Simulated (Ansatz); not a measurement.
**Be6N (P6/mmm)**

All numbers below come from DFT PBE, scalar-relativistic, plane waves, PAW (Ansatz).

Plane waves to 420 eV, a k mesh through Γ of 6×6×18 on the computed 7-atom cell and Gaussian smearing (0.10 eV); no spin polarisation.

The structure is relaxed at this level of theory with its symmetry kept, and needn't be the ground state of this composition.

```cif
data_structure
_symmetry_space_group_name_H-M 'P6/mmm'
_symmetry_Int_Tables_number 191
_cell_length_a 6.3851
_cell_length_b 6.3851
_cell_length_c 2.0308
_cell_angle_alpha 90.000
_cell_angle_beta 90.000
_cell_angle_gamma 120.000
_cell_volume 71.70
loop_
_atom_site_label
_atom_site_type_symbol
_atom_site_symmetry_multiplicity
_atom_site_Wyckoff_symbol
_atom_site_fract_x
_atom_site_fract_y
_atom_site_fract_z
_atom_site_occupancy
Be1 Be 6 k 0.00000 0.33438 0.50000 1
N1 N 1 a 0.00000 0.00000 0.00000 1
```

* Space group: P6/mmm (No. 191)
* Volume per atom: 10.24 Å³
* Formation energy from the elements' standard states (uncorrected): +1.190 eV/atom
* Kohn–Sham band gap: none (metal)
* Density of states at the Fermi level: 2.2 states/eV per cell

The cell was found from a structure generator's guess, not taken from experiment.
